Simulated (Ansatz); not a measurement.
**Computed properties of AsAu₃**

```
As Au
1.0
     0.00000    3.33454    3.33454
     3.33454    0.00000    3.33454
     3.33454    3.33454    0.00000
As Au
1 3
Cartesian
  0.0000 0.0000 0.0000
  3.3345 3.3345 3.3345
  1.6673 1.6673 1.6673
  5.0018 5.0018 5.0018
```

Atoms are numbered in the order listed.

The structure comes from a relaxation in the same program, started in the D03 type, and has space group Fm-3m. Whether it is a known phase or the ground state wasn't checked.

Spin–orbit coupling is left out, though it moves levels of the heavy atoms by tenths of an eV or more.

Methods: DFT, PBE, all-electron LAPW, scalar-relativistic (Ansatz 0.2.0); DFT, PBE, PAW with Ansatz's default frozen-core files, scalar-relativistic (Ansatz 0.2.0).

For LAPW: a Γ-centred 9×9×9 k mesh, Fermi–Dirac smearing of 0.03 eV, basis error target 1 meV/atom, no spin polarisation. PAW takes a cutoff of 420 eV at this cell. The Ansatz runs share mesh, smearing and spin set-up. Values come from LAPW unless marked.

- Band gap: none: bands cross the Fermi level, a metal
- Density of states at the Fermi level (0.2 eV bin): 2.81 states/eV per cell
- Löwdin charges (with 0.42 e of the cell spilling out of the atomic basis, so their sizes and signs hang on that basis): As1 -0.42, Au2 0.21, Au3 0.31 e
- Bader charges (from the PAW run): As1 +0.35, Au2 -0.10, Au3 -0.13 e
- Volume per atom: 18.54 Å³
- Pressure at this cell: 0.02 GPa
